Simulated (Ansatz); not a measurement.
SrAl$_{2}$H$_{2}$: do energies and stresses tell the same story?

These are results of DFT PBEsol, scalar-relativistic, plane waves, PAW in Ansatz, not measurements.

Cutoff 420 eV; k points 12×12×8 on the computed 5-atom cell (Γ-centred); Gaussian smearing, width 0.10 eV; no spin polarisation.

Relaxed cell: P-3m1, a = 4.504 Å, b = 4.504 Å, c = 4.550 Å, α = 90.00°, β = 90.00°, γ = 120.00°, 5 atoms in the primitive cell. Whether it is the stable form of this composition wasn't checked.

Energies at zero smearing and pressures from the stress tensor, at volumes with shape and atoms relaxed:
```csv
V (Å³/atom),E − E(first) (meV/atom),P (GPa)
15.028,0.00,2.46
15.507,-5.41,1.18
15.987,-7.09,-0.02
16.467,-5.27,-1.15
16.946,-0.31,-2.15
```

Question: Check P = −dE/dV between neighbouring volumes, and get the bulk modulus from the pressures alone.

Answer: With 1 eV/Å³ = 160.2 GPa:
| middle V (Å³/atom) | −ΔE/ΔV (GPa) | mean P (GPa) |
| --- | --- | --- |
| 15.268 | 1.808 | 1.819 |
| 15.747 | 0.559 | 0.578 |
| 16.227 | -0.606 | -0.587 |
| 16.707 | -1.658 | -1.651 |

The two differ by 0.02 GPa at most. The mean of two end pressures misses the average over a step by about ΔV² P″/12, up to 0.02 GPa here; with that taken off 0.01 GPa remains. Around V = 15.987 Å³/atom, the two neighbours give B = −V ΔP/ΔV = 15.987 × 2.33 / 0.959 = 38.8 GPa, against B0 = 38.6 GPa from the Birch–Murnaghan fit of the energies.

Cost: 6 runs of about 3.2 core-minutes in all, on Intel Xeon 6975P-C (Granite Rapids) (shared hosts).